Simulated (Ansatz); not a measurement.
## ³⁹K NMR of the central transition in K2NbF7

Cell: an entry of the Crystallography Open Database (COD).

```cif
data_K2NbF7
_symmetry_space_group_name_H-M 'P2_1/c'
_symmetry_Int_Tables_number 14
_cell_length_a 5.8500
_cell_length_b 12.6700
_cell_length_c 8.5000
_cell_angle_alpha 90.000
_cell_angle_beta 90.000
_cell_angle_gamma 90.000
loop_
_atom_site_label
_atom_site_type_symbol
_atom_site_symmetry_multiplicity
_atom_site_Wyckoff_symbol
_atom_site_fract_x
_atom_site_fract_y
_atom_site_fract_z
K1 K 4 e 0.2360 0.4400 0.1880
K5 K 4 e 0.7570 0.2800 0.4450
Nb Nb 4 e 0.2660 0.1280 0.2230
F13 F 4 e 0.0450 0.2450 0.2000
F17 F 4 e 0.4550 0.2550 0.2050
F21 F 4 e 0.0450 0.1050 0.4000
F25 F 4 e 0.4550 0.1100 0.4100
F29 F 4 e 0.2250 0.9750 0.2150
F33 F 4 e 0.1800 0.1100 0.0050
F37 F 4 e 0.5500 0.0750 0.1250
```

One atom of each set is listed.

Computed with Ansatz: DFT, PBE, plane waves and PAW, scalar-relativistic, 420 eV cutoff, Γ-centred 4×2×3 k-points, Fermi–Dirac smearing 0.02 eV.

³⁹K has I = 3/2 and Q = 60.30 mb (Pyykkö 2018); at 18.8 T its Larmor frequency is ν₀ = 37.4 MHz. Only the quadrupole interaction is simulated: positions count from each site's isotropic chemical shift, and J coupling is left out, as are shift anisotropy and dipolar coupling, which fast spinning averages.

Q: What does the ³⁹K spectrum (fast magic-angle spinning) show for each site?

A: 

```tsv
site	first shell	C_Q (MHz)	η	P_Q (MHz)	δ_QIS (ppm)	breadth (kHz)
K1	10 F at 2.65–3.29 Å	-1.56	0.78	1.71	-52.4	4.46
K5	9 F at 2.68–2.89 Å	-1.36	0.51	1.41	-35.7	3.10
```

δ_QIS = −(ν_Q²/30ν₀²)[I(I+1) − 3/4](1 + η²/3) × 10⁶ ppm with ν_Q = 3|C_Q|/[2I(2I−1)]; it falls as 1/B₀² in ppm, and the breadth as 1/B₀ in kHz.

The largest force is 0.8 eV/Å, so the atoms aren't at the calculated equilibrium and relaxing them would move these values.
